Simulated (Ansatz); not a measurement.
In r²SCAN (plane waves, PAW; program Ansatz), Mn$_{3}$Sn in the hexagonal phase (P6_3/mmc; Mn on 6h, Sn on 2c) relaxes to a = 5.754 Å, c = 4.603 Å. Mn has 12 nearest neighbours from 2.82 Å (anticuboctahedral); Sn has 12 nearest neighbours from 2.86 Å (anticuboctahedral). Its formation energy from the elements is -0.015 eV/atom, with no fitted shifts.

Electronic character: metallic (no gap). The magnetic state found is ferromagnetic. The net moment is 2.80 μB per atom.

The bulk modulus is 64.5 GPa. Bader charges are Mn +0.22, Sn -0.66 e.

The r²SCAN relaxation kept the symmetry of its start. Spin order of the final state: ferromagnetic, chosen from 3 collinear starts compared on coarse meshes (ties went to the first, and starts can fall back to one state), not a proven ground state. The program gave a warning on the electronic state, which may not be the lowest. For itinerant 3d metals, meta-GGAs of the SCAN family and hybrids are commonly reported to give too large moments. Axis ratios of metals converge slowly with the k-mesh, so a and c are less sure than the volume. The references are the lowest solids computed at this level, not always the standard phases. The manganese reference at this level is a Cmcm phase, not α-Mn. Scalar-relativistic: spin–orbit coupling is off unless named, which matters more the heavier the elements.

Potentials: the later of the program's two PAW sets.
